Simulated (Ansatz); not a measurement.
# Coordination and Na-23 quadrupole coupling in Na3SbTe3

Cell: a computed structure from the Materials Project (it need not be an observed phase), its atoms then relaxed with PBE in this cell.

Space group P2_13 (No. 198); a = 9.6784 Å.

| site | Wyckoff | site symmetry | x | y | z |
| --- | --- | --- | --- | --- | --- |
| Na1 | 4a | .3. | 0.5900 | 0.9100 | 0.0900 |
| Na2 | 4a | .3. | 0.1829 | 0.1829 | 0.1829 |
| Na8 | 4a | .3. | 0.3274 | 0.1726 | 0.8274 |
| Sb | 4a | .3. | 0.0381 | 0.4619 | 0.5381 |
| Te | 12b | 1 | 0.2597 | 0.1193 | 0.5028 |

One atom of each set is listed.

Method: Kohn–Sham DFT in Ansatz, PBE, plane waves and PAW, scalar-relativistic, 420 eV cutoff, Γ-centred 3×3×3 k-points, Fermi–Dirac smearing 0.02 eV.

Q(Na-23) = 104.0 mb.

Q: Order the Na environments from the weakest to the strongest quadrupole coupling.
A. Na8: 6 Te at 3.25–3.40 Å, 3 Na at 3.71 Å
B. Na2: 6 Te at 3.24–3.45 Å, 1 Sb at 3.70 Å, 4 Na at 3.71–3.81 Å
C. Na1: 6 Te at 3.29–3.50 Å, 1 Na at 3.81 Å, 3 Sb at 3.84 Å

A: B (0.192 MHz, η = 0.00), C (0.226 MHz, η = 0.00), A (0.512 MHz, η = 0.00).

An axis of threefold or higher order runs through Na2, Na1 and Na8, so V_zz lies along it and η is zero. Like point charges on the first shell alone (each adding as 1/d³) would give another order (Na1 < Na8 < Na2): the kind of neighbour, the covalent part of each bond and the atoms beyond the first shell count as well.

Without spin–orbit coupling the gradients at and beside Te can be off by some per cent, at some sites by more.
